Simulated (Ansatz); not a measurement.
# Eigenvalues along a path: Ge (sc type)

```
Ge
1.0
     2.66601    0.00000    0.00000
     0.00000    2.66601    0.00000
     0.00000    0.00000    2.66601
Ge
1
Direct
  0.00000 0.00000 0.00000
```

The cell comes from a relaxation on PAW files under the same functional, begun from a prototype that needn't be the stable phase.

Level of theory: DFT with PBEsol, scalar-relativistic, in Ansatz 0.2.0; a Γ-centred 15×15×15 k mesh, Fermi–Dirac smearing of 0.1 eV, no spin polarisation. LAPW: all electrons, basis error target 1 meV/atom.

Path points, in fractions of the reciprocal vectors: Γ (0.000, 0.000, 0.000), X (0.000, 0.500, 0.000), M (0.500, 0.500, 0.000), R (0.500, 0.500, 0.500). The distance column jumps between branches of the path. Levels in eV from the Fermi level; bands 5 to 13, counted from the lowest band of the run. The gap is zero, the pressure 0.04 GPa.

```
# k(1/Å) point b5 b6 b7 b8 b9 b10 b11 b12 b13
0.000 Γ -24.66 -24.66 -24.37 -24.37 -24.37 -13.11 6.88 6.88 6.88
0.168 - -24.65 -24.64 -24.38 -24.38 -24.37 -13.01 5.36 6.98 6.98
0.337 - -24.65 -24.61 -24.39 -24.39 -24.37 -12.69 2.96 7.28 7.28
0.505 - -24.65 -24.57 -24.40 -24.40 -24.37 -12.18 0.59 7.76 7.76
0.673 - -24.65 -24.52 -24.42 -24.42 -24.37 -11.47 -1.61 8.38 8.38
0.842 - -24.64 -24.48 -24.43 -24.43 -24.37 -10.59 -3.56 9.07 9.07
1.010 - -24.64 -24.45 -24.44 -24.44 -24.37 -9.66 -5.14 9.68 9.68
1.178 X -24.64 -24.45 -24.45 -24.44 -24.37 -9.15 -5.87 9.93 9.93
1.347 - -24.63 -24.45 -24.45 -24.43 -24.37 -9.05 -5.77 8.62 10.04
1.515 - -24.61 -24.47 -24.45 -24.42 -24.38 -8.74 -5.47 6.36 10.34
1.683 - -24.58 -24.49 -24.44 -24.40 -24.39 -8.23 -4.98 4.05 8.65
1.852 - -24.56 -24.51 -24.44 -24.41 -24.36 -7.52 -4.34 1.87 6.58
2.020 - -24.55 -24.54 -24.44 -24.43 -24.33 -6.61 -3.61 -0.10 4.82
2.188 - -24.55 -24.54 -24.44 -24.44 -24.30 -5.60 -2.94 -1.77 3.54
2.357 M -24.56 -24.54 -24.44 -24.44 -24.29 -4.94 -2.65 -2.65 3.04
2.595 - -24.55 -24.54 -24.44 -24.44 -24.31 -6.17 -2.41 -1.82 4.06
2.833 - -24.56 -24.52 -24.43 -24.43 -24.36 -8.08 -1.70 -0.72 6.68
3.071 - -24.58 -24.48 -24.44 -24.42 -24.41 -9.83 -0.53 0.48 9.88
3.309 - -24.61 -24.52 -24.44 -24.40 -24.40 -11.25 1.05 1.96 8.63
3.547 - -24.63 -24.59 -24.40 -24.39 -24.39 -12.28 3.03 3.73 7.68
3.785 - -24.65 -24.64 -24.38 -24.38 -24.38 -12.90 5.28 5.67 7.08
4.023 Γ -24.66 -24.66 -24.37 -24.37 -24.37 -13.11 6.88 6.88 6.88
4.315 - -24.64 -24.64 -24.38 -24.38 -24.38 -12.80 5.37 5.37 6.01
4.606 - -24.59 -24.59 -24.40 -24.40 -24.40 -11.86 3.42 3.42 4.58
4.898 - -24.52 -24.52 -24.44 -24.43 -24.43 -10.32 1.92 1.92 3.45
5.190 - -24.47 -24.47 -24.47 -24.43 -24.43 -8.20 0.95 0.95 2.81
5.481 - -24.51 -24.50 -24.50 -24.36 -24.36 -5.59 0.47 0.47 2.55
5.773 - -24.53 -24.53 -24.53 -24.30 -24.30 -2.66 0.36 0.36 2.05
6.064 R -24.54 -24.54 -24.54 -24.28 -24.28 -0.04 0.38 0.38 0.38
6.302 - -24.54 -24.53 -24.53 -24.30 -24.29 -2.00 -0.14 0.62 2.01
6.540 - -24.53 -24.52 -24.50 -24.36 -24.31 -4.09 -1.39 1.35 3.34
6.779 - -24.51 -24.50 -24.47 -24.43 -24.34 -5.89 -2.82 2.53 4.58
7.017 - -24.51 -24.49 -24.48 -24.43 -24.37 -7.31 -4.09 4.14 5.98
7.255 - -24.58 -24.47 -24.46 -24.41 -24.39 -8.33 -5.07 6.13 7.58
7.493 - -24.62 -24.45 -24.45 -24.43 -24.38 -8.95 -5.67 8.38 9.15
7.731 X -24.64 -24.45 -24.45 -24.44 -24.37 -9.15 -5.87 9.93 9.93
9.397 R -24.54 -24.54 -24.54 -24.28 -24.28 -0.04 0.38 0.38 0.38
9.566 - -24.54 -24.53 -24.53 -24.30 -24.28 -1.23 0.12 0.12 1.79
9.734 - -24.54 -24.52 -24.52 -24.33 -24.29 -2.38 -0.48 -0.48 3.60
9.902 - -24.55 -24.50 -24.50 -24.38 -24.29 -3.31 -1.16 -1.16 4.61
10.071 - -24.55 -24.48 -24.48 -24.44 -24.29 -4.03 -1.78 -1.78 3.93
10.239 - -24.55 -24.49 -24.46 -24.46 -24.29 -4.54 -2.25 -2.25 3.44
10.407 - -24.56 -24.52 -24.44 -24.44 -24.29 -4.84 -2.55 -2.55 3.14
10.576 M -24.56 -24.54 -24.44 -24.44 -24.29 -4.94 -2.65 -2.65 3.04
```
